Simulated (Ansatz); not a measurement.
input.yaml (Ansatz)

```yaml
crystal:
  lattice:
    - [1.8328314952, 0.0, 0.0]
    - [0.0, 1.8328314952, 0.0]
    - [0.0, 0.0, 1.8328314952]
  atoms:
    - { symbol: B, position: [0.0, 0.0, 0.0] }
hamiltonian:
  xc: r2scan
  pseudopotentials:
    kind: paw
    azcp:
      B: "pseudopotentials/B.paw.azcp"
basis:
  ecutwfc: 500
  fft_grid_basis: typed
kpoints:
  mp_grid: { grid: [19, 19, 19], shift: [0, 0, 0] }
magnetization:
  spin_polarized: false
scf:
  occupations: { method: fermi_dirac, width: 0.1 }
  lower_state_search: "off"
output:
  stress: true
  write_density: true
  write_potential: true
  elf: true
  volumetric_format: npy
```

and its output:

```
Engine: ansatz 0.2.0, x86_64-unknown-linux-gnu
Pseudopotentials: kind: paw
Pseudopotential: B, paw, valence charge 3, recommended cutoff 500 eV (meta_gga) 
Functional definition: r2SCAN
  parameter k0 = 0.174
  parameter k1 = 0.065
  parameter a1 = 4.9479
  exchange = r2scan_x(k0 = k0, k1 = k1, a1 = a1)
  correlation = r2scan_c
Crystal: 1 atoms, lattice volume = 6.157 Å³
Basis set: ecut = 500 eV, 171 PW (Γ), exchange–correlation on 60×60×60 points (64 copies of the dense FFT grid, shifted against one another)
Bands: 6, of which v1, the nominal top of the filled ones, is band 2 counted from 1 (1 counted from 0)
Symmetry: 48 space group operations
Space group: Pm-3m (ITA 221), of the structure as read, at distance tolerance 1.8e-5 Å
k-points: 220 of 6859
Non-local potential: B, projectors of the file, l = 0: 2, l = 1: 2, l = 2: 1
PAW form: soft (Blöchl's): semilocal exchange-correlation on the pseudo side does not see the compensation charge
PAW frozen core: B, regenerated for the run's functional (the file was generated under x = pbe(κ = 0.804, μ = 0.2195149727645171), c = pbe(β = 0.06672455060314922))
PAW one-centre angular grid: B, 302 points (default); XC on 160 Gauss nodes
Initial density: superposition of atomic densities (neutral atoms: chi_scale 0, normalization atom), corrected by the library's trained network
Initial wavefunctions: pseudopotential atomic-orbital guess
Functional: x = r2scan, c = r2scan; τ floored in thin density (d = 2e-4 eV/Å³)
SCF iter   1: F=-155.311462 eV  HF=-155.277800 eV  |F-HF|=3.37e-2  |Δ(HF+E_count)|=         —  Δρ=6.23e-3  dr2=1.06e-3  dr2_τ=9.54e-2  ethr=1.77e-3  ⟨swp⟩=4.9  Hψ=10426  notcnv=0
SCF iter   2: F=-155.314187 eV  HF=-155.313423 eV  |F-HF|=7.64e-4  |Δ(HF+E_count)|=   3.56e-2  Δρ=4.95e-3  dr2=6.30e-4  dr2_τ=1.50e-5  ethr=3.53e-5  ⟨swp⟩=2.0  Hψ=4336  notcnv=0  defer=64
SCF iter   3: F=-155.314306 eV  HF=-155.314251 eV  |F-HF|=5.52e-5  |Δ(HF+E_count)|=   8.28e-4  Δρ=1.59e-3  dr2=7.47e-5  dr2_τ=1.17e-5  ethr=2.10e-5  ⟨swp⟩=2.0  Hψ=2030  notcnv=0  defer=64
SCF iter   4: F=-155.314314 eV  HF=-155.314312 eV  |F-HF|=1.35e-6  |Δ(HF+E_count)|=   6.15e-5  Δρ=2.96e-4  dr2=2.79e-6  dr2_τ=5.73e-8  ethr=2.49e-6  ⟨swp⟩=1.9  Hψ=1589  notcnv=0  defer=64
iter 5 did not close the SCF: its close was put off for the readings that it lacked (scf_convergence_deferred on its scf_iter line)
SCF iter   5: F=-155.314314 eV  HF=-155.314314 eV  |F-HF|=2.45e-8  |Δ(HF+E_count)|=   1.45e-6  Δρ=3.44e-5  dr2=4.58e-8  dr2_τ=4.79e-10  ethr=9.28e-8  ⟨swp⟩=1.9  Hψ=1583  notcnv=0  defer=64
SCF iter   6: F=-155.314314 eV  HF=-155.314314 eV  |F-HF|=1.23e-8  |Δ(HF+E_count)|=   1.44e-8  Δρ=1.81e-5  dr2=7.92e-9  dr2_τ=4.50e-10  ethr=1.53e-9  ⟨swp⟩=5.8  Hψ=5788  notcnv=0
SCF 1 converged in 6 iterations: F = -155.314314 eV  dr2 = 7.92e-9
SCF converged after 6 iterations
Free energy (F): -155.314314 eV
Harris-Foulkes:  -155.314314 eV  (|F-HF|=1.23e-8)
Internal energy: -155.305844 eV  (E = F + TS)
E sigma→0 (E₀):  -155.310079 eV
Entropy (-TS):   -0.008469 eV (-8.469 meV/atom)
Fermi energy:    11.683195 eV
--- Per-component energies (eV) ---
  E_band       = 15.055373
  E_kinetic    = 48.640849
  E_local      = -5.133097  (includes V_loc(G=0)·N_el)
  E_nonlocal   = 12.145665
  E_hartree    = 0.860496
  E_xc         = -31.470183
  E_vxc        = -41.626354  (∫ρ·V_xc dr)
  E_paw        = -80.020572  (= ΣΔE_a)
  E_vpaw       = -2.779815  (= ΣTr[D̂ρ^β])
  E_aug_tail   = -0.000001  (compensation charges beyond the density's cutoff)
  E_vtau       = 2.087123  (kinetic-family band-sum trace: ∫τ·v_τ [+ j·A + Jᵃ·Aᵃ] dr)
  E_ewald      = -100.310558
  E_core_change = -0.018442  (= ΣΔE_core)
  E_smearing   = -0.008469  (= −TS)
  E_closure    = 0.000000  (closes the sum)
  Σ components = -155.314314   (vs F -155.314314, Δ=0.00e0)
--- Stress (GPa, compression-positive) ---
       22.857679       0.000000       0.000000
        0.000000      22.857679       0.000000
        0.000000       0.000000      22.857679
  P = ⅓ Tr σ = 22.8577 GPa (228.577 kbar)
--- Band table (eV; the first three rows and the last of 220) ---
  k-point 0: bands = ["-6.0634", "27.3177", "27.3177", "27.3177", "37.7393", "37.7393"]
  k-point 1: bands = ["-5.9582", "26.0999", "27.4099", "27.4099", "37.8620", "39.0794"]
  k-point 2: bands = ["-5.6430", "23.4762", "27.6832", "27.6832", "38.2296", "42.0209"]
  k-point 219: bands = ["15.2840", "15.6707", "15.6707", "29.1823", "29.5672", "29.5672"]
```

Launched by

```sh
ansatz run input.yaml --threads 1 --pin off --max-ram 3584MiB --backend cpu --events-out ev --progress --plain --runs-dir out
```

On 1 thread of Intel(R) Xeon(R) Platinum 8259CL CPU @ 2.50GHz (Skylake/Cascade Lake) (shared host) this took about 2.8 s of wall time and 2.8 s of CPU time.
